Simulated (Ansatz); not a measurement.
HfC:
```xyz
2
Lattice="0.0000 2.3256 2.3256 2.3256 0.0000 2.3256 2.3256 2.3256 0.0000" Properties=species:S:1:pos:R:3 pbc="T T T"
C      0.0000     0.0000     0.0000
Hf     2.3256     2.3256     2.3256
```

This is the PBE-relaxed structure.

Q: All from PBE (plane waves, PAW; program Ansatz), unless another level is named. Predict the electronic character.

A: metallic (no gap).

Q: What about the formation energy from the elements (no fitted shifts)?

A: -0.92 eV/atom.

Q: Predict the density of states at the Fermi level.

A: 0.13 states/eV per atom (mean over ±0.08 eV).

Q: Predict the Z2 indices of the occupied bands with spin–orbit coupling.

A: 1;(000).

Space group Fm-3m (rock salt). The PBE relaxation kept the symmetry of its start; of distortions, only those at the zone centre were tested. The run is not spin-polarised. The references are the lowest solids computed at this level, not always the standard phases. Spin–orbit coupling is left out wherever it is not named.

Potentials: the later of the program's two PAW sets.
